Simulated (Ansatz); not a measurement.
Several inputs for HfO2 with Nb replacing Hf

Cell: a supercell of HfO2 (baddeleyite type, P2_1/c) built from a computed structure from the Materials Project (it need not be an observed phase), with all atoms left at the host's positions.

```xyz
24
Lattice="-0.8762 5.1506 5.2030 4.2180 0.0000 5.2030 5.0942 5.1506 0.0000" Properties=species:S:1:pos:R:3 pbc="T T T"
Nb    0.7864    2.3593    3.6832
Hf    5.0044    7.5100    8.8862
Hf    2.9935    4.9347    4.1212
Hf    8.0877    4.9347    4.1212
Hf    3.4316    2.7913    1.5197
Hf    7.6496    7.9420    6.7227
Hf    0.3484    5.3666    6.2847
Hf    5.4425    5.3666    6.2847
O     1.4248    3.8245    5.0915
O     6.5190    3.8245    5.0915
O     2.3551    1.2492    2.7129
O     6.5731    6.3998    7.9159
O     1.9171    6.4768    5.3144
O     7.0112    6.4768    5.3144
O     1.8629    3.9015    2.4900
O     6.0809    9.0521    7.6930
O     0.0449    1.7036    1.8015
O     4.2629    6.8543    7.0045
O     4.6112    4.2789    0.7999
O     3.7351    4.2789    6.0029
O     4.1731    3.4470    3.4014
O     8.3911    8.5977    8.6044
O     4.7010    6.0223    4.4030
O     3.8248    6.0223    9.6060
```

Atoms are numbered from 1 in the order listed; like atoms form one site, named after its first atom.

Reference run. All values are calculated (Ansatz; DFT, PBE, plane waves and PAW, scalar-relativistic, collinear spin, 420 eV cutoff, Γ-centred 3×3×3 k-points, Fermi–Dirac smearing 0.01 eV), not measured. Start moments as typed (μB): 1 on each Nb, none on the rest.

It gives V_zz (10²¹ V/m²) Nb 17.45 (η 0.80), Hf5 12.28 (η 0.11), O23 2.46 (η 0.95), among others. Each of these runs changes the input as listed (caps on SCF iterations aside):

A. scf.lower_state_search: not typed → standard; scf.initial_density.chi_scale: not typed → 0.1
B. kpoints.mp_grid.shift: not typed → [0.5, 0.5, 0.5]; magnetization: {spin_polarized: true} → not typed

**Question.** Which of these changes matter for the gradients?

**Answer.** 

```
run   Nb V_zz (η)  Hf5 V_zz (η)  O23 V_zz (η)  largest change of a gradient tensor, all atoms                                                                                                     note
  A  17.45 (0.80)  12.28 (0.11)   2.46 (0.95)                                            0.00                                                                                                converged
  B   9.43 (0.78)  12.31 (0.11)   2.54 (0.39)                                            8.18  converged; no gap left; absolute moment 1.1 → 0.0 μB; odd number of electrons without spin polarisation
```

Run B moves them most, on Nb (V_zz from 17.45 to 9.43).

Run B changes kpoints.mp_grid.shift, magnetization together, so the table can't tell their shares apart.

On the reference run: The defect repeats with the cell of 24 atoms, so it feels its images: sites between two images don't show the values beside a lone defect, and zeros or small values of η there can come from the images' arrangement. Hf and O carry a gradient in the pure host already, so the values there aren't the defect's effect alone. Without spin–orbit coupling the gradients at and beside Hf can be off by some per cent, at some sites by more. The cell keeps the host's lattice, where the PBE pressure is 8 GPa. The neighbours have not yet relaxed around the defect (largest force 0.76 eV/Å), so a real crystal will differ.
